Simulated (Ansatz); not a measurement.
# MgTl: energy along a strain

MgTl, Pm-3m, a = 3.635 Å (as given, not relaxed at this level: -0.6 GPa). The structure is a COD entry; whether it is the stable form wasn't checked. Ansatz: PBEsol, PAW, 420 eV, Γ-centred 14×14×14 mesh on 2 atoms, Gaussian smearing 0.15 eV; no spin polarisation. Cell vectors (Å): 3.635 0.000 0.000; 0.000 3.635 0.000; 0.000 0.000 3.635. The cell is strained by x per cent times the pattern (0 0 0 1 0 0) in the order xx yy zz yz xz xy (engineering shears), with fractional coordinates held. y is the free energy over the start, V0 = 24.015 Å³/atom. Symmetry makes y even in x. Points with a strain past 8.5 % were computed too (4) and aren't used here.

```tsv
x (%)	y (meV/atom)
-7.50	3.18
0.00	0.00
1.87	0.18
3.75	0.73
5.62	?
```

**Question.** Fit y = c2 x² + c4 x⁴ to the other rows, get the stiffness along the pattern, and predict the missing energy.

**Answer.** Least squares on the rows shown. y = 0.05044 x² + 0.0001083 x⁴. The clamped-ion stiffness p·C·p = 2 × 0.5044 eV × 160.2 / 24.015 Å³ = 6.7 GPa, which is C44 in these axes (second derivative at the start, which stands under stress). At x = 5.62 the fit asked for gives 1.70 meV/atom. The run gave 1.68 meV/atom, so the fit is 0.02 meV/atom too high, a small miss on the scale of the series.

Spin–orbit coupling is left out, which can shift energies with elements as heavy as these.